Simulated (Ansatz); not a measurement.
One crystal and one scan (energy against volume) at two levels, PBEsol (plane waves to 420 eV, PAW, scalar-relativistic; Ansatz, an electronic-structure program) and PBE (plane waves to 420 eV, PAW, scalar-relativistic; Ansatz), each from its own relaxed cell and on its own mesh. The cell shown is that of PBEsol.

Al₂O₃ (corundum)

```
Al2O3
1.0
    2.38690     1.37808     4.33817
   -2.38690     1.37808     4.33817
    0.00000    -2.75615     4.33817
Al O
4 6
Direct
  0.85208   0.85208   0.85208
  0.64792   0.64792   0.64792
  0.14792   0.14792   0.14792
  0.35208   0.35208   0.35208
  0.05585   0.44415   0.75000
  0.75000   0.05585   0.44415
  0.44415   0.75000   0.05585
  0.94415   0.55585   0.25000
  0.25000   0.94415   0.55585
  0.55585   0.25000   0.94415
```

Equation-of-state scan: isotropic scaling of the cell above, V₀ being its volume. The atoms relax within the cell's symmetry.

E stands for the smeared free energy. Al2O3 was relaxed with its symmetry unable to fall. With the shape held, the modulus is that of even scaling; a crystal free to change shape is softer. Percentages come from the unrounded values.

Results of PBEsol:

- Lattice constant a (Å) = 4.774
- Lattice constant c (Å) = 13.01
- Relaxed volume (Å³/atom) = 8.56
- Band gap of the relaxed cell, no spin-orbit coupling (eV) = 6.03
- Bulk modulus at fixed cell shape B₀ (third-order Birch-Murnaghan fit) (GPa) = 242.1

Question: Estimate the PBE values.

Answer: 
```tsv
quantity	PBE	PBEsol − PBE
Lattice constant a (Å)	4.809	-0.035 (-0.7 %)
Lattice constant c (Å)	13.12	-0.11 (-0.8 %)
Relaxed volume (Å³/atom)	8.76	-0.20 (-2.3 %)
Band gap of the relaxed cell, no spin-orbit coupling (eV)	5.85	+0.18 (+3.1 %)
Bulk modulus at fixed cell shape B₀ (third-order Birch-Murnaghan fit) (GPa)	230.1	+12.0 (+5.2 %)
```

PBEsol gives the higher value for: band gap of the relaxed cell, no spin-orbit coupling; bulk modulus at fixed cell shape B₀. PBEsol gives the lower value for: lattice constant a; lattice constant c; relaxed volume. Neither level is exact: the differences show how much the result hangs on the functional.

(A scan under strain: stresses follow from slopes of the energy per volume, elastic moduli from its curvatures.)
